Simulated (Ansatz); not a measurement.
LiF:
```cif
data_F4Li4
_chemical_formula_sum 'Li4 F4'
_space_group_name_H-M_alt 'Fm-3m'
_space_group_IT_number 225
_space_group_name_Hall '-F 4 2 3'
_cell_length_a 4.00780
_cell_length_b 4.00780
_cell_length_c 4.00780
_cell_angle_alpha 90.000
_cell_angle_beta 90.000
_cell_angle_gamma 90.000
loop_
_atom_site_label
_atom_site_type_symbol
_atom_site_symmetry_multiplicity
_atom_site_Wyckoff_symbol
_atom_site_fract_x
_atom_site_fract_y
_atom_site_fract_z
_atom_site_occupancy
Li1 Li 4 a 0.00000 0.00000 0.00000 1
F1 F 4 b 0.50000 0.50000 0.50000 1
```
(The calculation used a cell of 2 atoms; values per cell refer to that cell.)

Relaxed with PBEsol.

Decompose the optical modes at the zone centre into irreducible representations, and say which are infrared and Raman allowed.

Point group m-3m: Γ_opt = T1u. Infrared: T1u. Raman: none.

Assign frequencies (DFPT, PBEsol in the plane-wave PAW code Ansatz; without the LO–TO term).

T1u 300 cm⁻¹.

Symmetry was held in the PBEsol relaxation; of distortions, only those at the zone centre were tested.

Potentials: the later of the program's two PAW sets.
